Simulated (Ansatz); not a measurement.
## What a trial cell of MgTe₅ relaxes into

Level of theory: DFT PBE, scalar-relativistic, plane waves, PAW in Ansatz. Cutoff 420 eV, Gaussian smearing, Γ-centred meshes. Cell and atoms relax first on a coarse mesh and then on a finer one. In between, the cell is made exact in the group found at 0.06 Å. In metals the finer mesh still leaves noise of several meV/atom or more. The steps can't lower the symmetry of their start. No spin polarisation.

The guess for MgTe₅ was made by a generator: random cell by space group and Wyckoff sites (P-6m2, No. 187). Lengths were set from tabulated atomic sizes, so they are only a guess.

```
CELL_PARAMETERS angstrom
6.78251 0.00000 0.00000
-3.39125 5.87382 0.00000
0.00000 0.00000 4.77254
ATOMIC_POSITIONS crystal
Mg 0.66667 0.33333 0.50000
Te 0.88049 0.11951 0.50000
Te 0.88049 0.76098 0.50000
Te 0.23902 0.11951 0.50000
Te 0.66667 0.33333 0.00000
Te 0.33333 0.66667 0.00000
```

The zero of energy is the elements' standard structures at the same level; no fitted shifts are applied.

Question: Describe the relaxed structure.

Answer: The symmetry stays P-6m2 (No. 187). The volume per atom grows by 49.5 %, from 31.7 to 47.4 Å³. The shortest distance goes from 2.39 Å (Mg–Te) to 2.66 Å (Mg–Te). The energy falls by about 0.74 eV/atom (the start's value is from the coarse mesh). Conventional cell: a = 7.857 Å, c = 5.316 Å. Mg is surrounded by 2 Te at 2.66 Å and 3 Te at 2.90 Å; Te on a site of symmetry mm2 is surrounded by 2 Te at 2.84 Å, 1 Mg at 2.90 Å, 2 Te at 3.93 Å, 4 Te at 4.78 Å and 2 Te at 5.02 Å; around Te on a site of symmetry -6m2 lie 2 Mg at 2.66 Å, 6 Te at 3.93 Å and 3 Te at 4.54 Å; around Te on a second site of symmetry -6m2 lie 15 Te at 4.54–4.78 Å (long against covalent radii, as for large ions).

```yaml
crystal:
  lattice:
    - [7.85722, 0.00000, 0.00000]
    - [-3.92861, 6.80455, 0.00000]
    - [0.00000, 0.00000, 5.31577]
  atoms:
    - { symbol: Mg, position: [0.66667, 0.33333, 0.50000] }
    - { symbol: Te, position: [0.87953, 0.12047, 0.50000] }
    - { symbol: Te, position: [0.87953, 0.75906, 0.50000] }
    - { symbol: Te, position: [0.24094, 0.12047, 0.50000] }
    - { symbol: Te, position: [0.66667, 0.33333, 0.00000] }
    - { symbol: Te, position: [0.33333, 0.66667, 0.00000] }
```

Question: Give its energy and gap.

Answer: The formation energy is +0.65 eV/atom and the gap on the 6×6×8 mesh of the 6-atom cell is 0 eV (a metal).

The separate elements lie lower, so it is unstable against them.

The last run used Gaussian smearing of 0.10 eV. These runs have no spin–orbit coupling, which can matter for Te. Te stands nearly free of neighbours here, and without spin polarisation the energy of such atoms comes out too high. The cell is a metal run without spin; a magnetic state may lie lower. The reference form of Te is held partly by dispersion forces, which this level lacks. A structure relaxed within its symmetry needn't be a true minimum. In all, the 3 runs took 6.6 min on 1 thread of Arm Neoverse V1, on a shared host. Another cell of MgTe5 relaxed alike, in P4/mmm, lies 0.80 eV/atom lower, so this cell isn't the stable form at this level.
